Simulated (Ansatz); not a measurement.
A geometry of LiTaF₆ away from equilibrium: step 2 of the relaxation of a relaxed LiTaF6 cell stretched uniformly to 115 % of its volume. Calculation: r2SCAN (plane waves to 500 eV, PAW, scalar-relativistic; Ansatz, a quantum-chemistry and plane-wave program). Γ-centred k-mesh 5×5×5 on the run's cell (coarser than for final values), Fermi–Dirac smearing 0.05 eV. The plane waves were selected for a different cell earlier on the path.

```yaml
crystal:
  lattice:
    - [2.64872, 1.52924, 4.60869]
    - [-2.64872, 1.52924, 4.60869]
    - [0.00000, -3.05848, 4.60869]
  atoms:
    - { symbol: Li, position: [0.50000, 0.50000, 0.50000] }
    - { symbol: Ta, position: [0.00000, 0.00000, 0.00000] }
    - { symbol: F, position: [0.13951, 0.76176, 0.33574] }
    - { symbol: F, position: [0.86049, 0.23824, 0.66426] }
    - { symbol: F, position: [0.76176, 0.33574, 0.13951] }
    - { symbol: F, position: [0.23824, 0.66426, 0.86049] }
    - { symbol: F, position: [0.33574, 0.13951, 0.76176] }
    - { symbol: F, position: [0.66426, 0.86049, 0.23824] }
```

Task: What forces act on the atoms (eV/Å)?

Result: 
```json
[
 {"atom": "Li1", "Fx": "0.00", "Fy": "0.00", "Fz": "0.00"},
 {"atom": "Ta2", "Fx": "0.00", "Fy": "0.00", "Fz": "0.00"},
 {"atom": "F3", "Fx": "0.37", "Fy": "-0.31", "Fz": "0.37"},
 {"atom": "F4", "Fx": "-0.37", "Fy": "0.31", "Fz": "-0.37"},
 {"atom": "F5", "Fx": "-0.46", "Fy": "-0.17", "Fz": "0.37"},
 {"atom": "F6", "Fx": "0.46", "Fy": "0.17", "Fz": "-0.37"},
 {"atom": "F7", "Fx": "0.08", "Fy": "0.48", "Fz": "0.37"},
 {"atom": "F8", "Fx": "-0.08", "Fy": "-0.48", "Fz": "-0.37"}
]
```

The path ends in R-3 (No. 148). No spin polarisation in the result.

The run could not lose the symmetry of its start.

The cell that was disturbed is our relaxation of an entry of Materials Project.
